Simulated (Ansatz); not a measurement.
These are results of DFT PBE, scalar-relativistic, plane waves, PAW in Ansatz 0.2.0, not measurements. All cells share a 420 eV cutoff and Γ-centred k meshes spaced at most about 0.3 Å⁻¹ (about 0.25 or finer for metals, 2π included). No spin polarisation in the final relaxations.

Temperature and zero-point effects are left out. All come from trial cells, and lower structures may exist.

Task: Which of these relaxed structures of BeCd₂S₃ is the lowest in energy?
A.

```
CELL_PARAMETERS angstrom
1.73926 -12.14286 0.00000
1.73926 12.14286 0.00000
0.00000 0.00000 3.53118
ATOMIC_POSITIONS crystal
Be 0.00000 0.00000 0.00000
Cd 0.13840 0.86160 0.50000
Cd 0.86160 0.13840 0.50000
S 0.50000 0.50000 0.50000
S 0.34154 0.65846 0.00000
S 0.65846 0.34154 0.00000
```

B.

```
CELL_PARAMETERS angstrom
3.27523 1.89095 3.10985
-3.27523 1.89095 3.10985
0.00000 -3.78191 3.10985
ATOMIC_POSITIONS crystal
Be 0.50000 0.50000 0.50000
Cd 0.85652 0.85652 0.85652
Cd 0.14348 0.14348 0.14348
S 0.50000 0.50000 0.00000
S 0.00000 0.50000 0.50000
S 0.50000 0.00000 0.50000
```

C.

```
CELL_PARAMETERS angstrom
4.53393 0.00000 0.00000
-2.26697 3.92650 0.00000
0.00000 0.00000 9.66530
ATOMIC_POSITIONS crystal
Be 0.00000 0.00000 0.35814
Cd 0.00000 0.00000 0.79158
Cd 0.00000 0.00000 0.11703
S 0.33333 0.66667 0.92780
S 0.66667 0.33333 0.92780
S 0.00000 0.00000 0.54507
```

D.

```
CELL_PARAMETERS angstrom
3.65235 0.00000 0.00000
-1.82618 3.16303 0.00000
0.00000 0.00000 9.26334
ATOMIC_POSITIONS crystal
Be 0.00000 0.00000 0.00000
Cd 0.33333 0.66667 0.31980
Cd 0.66667 0.33333 0.68020
S 0.00000 0.00000 0.50000
S 0.66667 0.33333 0.13252
S 0.33333 0.66667 0.86748
```

Result: D. It has Be and Cd ordered on rock salt sites, space group P-3m1 (No. 164); the next, A, with space group Cmmm (No. 65), lies 0.39 eV/atom higher. Counting S atoms around Be and Cd (those within 1.25 times the shortest such distance or 1.15 times the sum of covalent radii; the shortest distance is added where it exceeds 1.18 times the sum of covalent radii), the lowest has Be 6 from 2.4 Å, Cd 6 and the next has Be 4 from 2.5 Å, Cd 4.

No dispersion correction is applied, so the spacing and binding between layers, chains or molecules are poorly described (Cmmm), and this can change margins and order among such cells. A magnetic state wasn't ruled out in cells without spin, among them R-3m. Cells relaxed within their symmetry can be saddle points. Some structure types and database cells were kept out of the candidates from the start, so a known form may be missing.
